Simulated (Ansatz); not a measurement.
The relaxed structure here is a generated cell of PbS: the first start was made by placing the elements on the sites of a structure type, and the end was not matched to a known phase here, so it may be hypothetical. Known forms of PbS include space group No. 225.

A relaxed structure of PbS. The numbers are results of r2SCAN (plane waves to 500 eV, PAW, scalar-relativistic; Ansatz, a quantum-chemistry and plane-wave program), not measurements.

```xyz
12
Lattice="5.0061 0.0000 0.0000 -2.5031 4.3354 0.0000 0.0000 0.0000 17.0279" Properties=species:S:1:pos:R:3 pbc="T T T"
Pb     0.0000     0.0000     8.8855
Pb     0.0000     0.0000     0.3715
Pb     2.5031     1.4451     5.8883
Pb     0.0000     2.8903    14.4022
Pb     2.5031     1.4451    11.6896
Pb     0.0000     2.8903     3.1756
S      0.0000     0.0000     6.1401
S      0.0000     0.0000    14.6540
S      2.5031     1.4451     3.0797
S      0.0000     2.8903    11.5937
S      2.5031     1.4451     8.9930
S      0.0000     2.8903     0.4791
```

### Question
Determine the symmetry and give the standard cell with its independent sites.

### Answer
Space group P6₃mc (No. 186); a = 5.006 Å, b = 5.006 Å, c = 17.028 Å, α = 90.00°, β = 90.00°, γ = 120.00°

| atom | site | symmetry | x | y | z |
|---|---|---|---|---|---|
| Pb | 2a | 3m. | 0.0000 | 0.0000 | 0.0218 |
| Pb | 2b | 3m. | 0.6667 | 0.3333 | 0.3458 |
| Pb | 2b | 3m. | 0.3333 | 0.6667 | 0.1865 |
| S | 2a | 3m. | 0.0000 | 0.0000 | 0.3606 |
| S | 2b | 3m. | 0.6667 | 0.3333 | 0.1809 |
| S | 2b | 3m. | 0.3333 | 0.6667 | 0.0281 |

### Question
Give the shortest distances between elements (the closest pairs, up to four, under 3.6 Å).

### Answer
Pb–S 2.70 Å.

Volume per atom: 30.80 Å³
Band gap: 1.96 eV, indirect (valence top at K, conduction bottom at k = (0.1667, 0.1667, 0)) (no spin-orbit coupling)
Smallest direct gap: 2.33 eV at k = (0.1667, 0.3333, 0)

No spin polarisation in the result. Spin-orbit coupling is missing; with elements this heavy it can move band edges by tenths of an eV or more.

The run could not lose the symmetry of its start: the end is stationary, and may be a saddle point rather than a minimum.
